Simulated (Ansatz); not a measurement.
BAs in space group P6_422 (No. 181; B on 3c, As on 3d), a = b = 3.429 Å, c = 7.403 Å, α = β = 90.00°, γ = 120.00°.

Relaxed with PBEsol.

### Question
Give the optical modes at the zone centre with their infrared activity from DFPT, PBEsol (plane waves, PAW; program Ansatz).

### Answer
Transverse frequencies, without the LO–TO term; a row sums one degenerate level.

```csv
ω (cm⁻¹),degeneracy,IR ((D/Å)²/amu),activity,symmetry
170,1,0.00,IR-inactive,B1
170,1,0.00,IR-inactive,B2
174,2,0.20,IR,E1
268,2,0.00,IR-inactive,E2
419,1,0.00,IR-inactive,B1
500,2,3.35,IR,E1
615,1,0.74,IR,A2
633,2,0.00,IR-inactive,E2
660,2,0.17,IR,E1
664,1,0.00,IR-inactive,B2
```

### Question
How high does the top mode go among those that the LO–TO term moves?

### Answer
503 cm⁻¹ for q along x, 503 cm⁻¹ for q along y.

The start of the workflow was typed in or built on a structure type; neither database checked (COD, Materials Project) lists it. It is not the phase usual at ambient conditions (space group No. 216). The PBEsol relaxation kept the symmetry of its start; of distortions, only those at the zone centre were tested. Its formation energy is positive at this level, so the cell may be metastable or incomplete.

Potentials: the later of the program's two PAW sets.
